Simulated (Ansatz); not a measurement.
MgO:
```
MgO
1.0
    0.00000     2.10376     2.10376
    2.10376     0.00000     2.10376
    2.10376     2.10376     0.00000
Mg O
1 1
Cartesian
  0.00000   0.00000   0.00000
  2.10376   2.10376   2.10376
```

Tensor components refer to the Cartesian frame of this cell.

Question: Give the high-frequency dielectric tensor and the Born effective charge tensors of the independent atoms from DFPT, plane-wave PAW r²SCAN (Ansatz code).

Answer: 
ε∞:
```
3.00  0.00  0.00
0.00  3.00  0.00
0.00  0.00  3.00
```
Z* of atom 1 (Mg), rows: field, columns: displacement, in e:
```
1.98  0.00  0.00
0.00  1.98  0.00
0.00  0.00  1.98
```
Z* of atom 2 (O), rows: field, columns: displacement, in e:
```
-1.98   0.00   0.00
 0.00  -1.98   0.00
 0.00   0.00  -1.98
```

Static charges for comparison (Bader): Mg1 +1.74, O2 -1.74 e. Born charges measure polarisation by displacement and can exceed these by far.

Space group Fm-3m (rock salt). Symmetry was held in the r²SCAN relaxation.

Potentials: the earlier of the program's two PAW sets. The files were generated under PBE; for other functionals the program regenerates the frozen cores, and for LDA and PBEsol the local potential too.
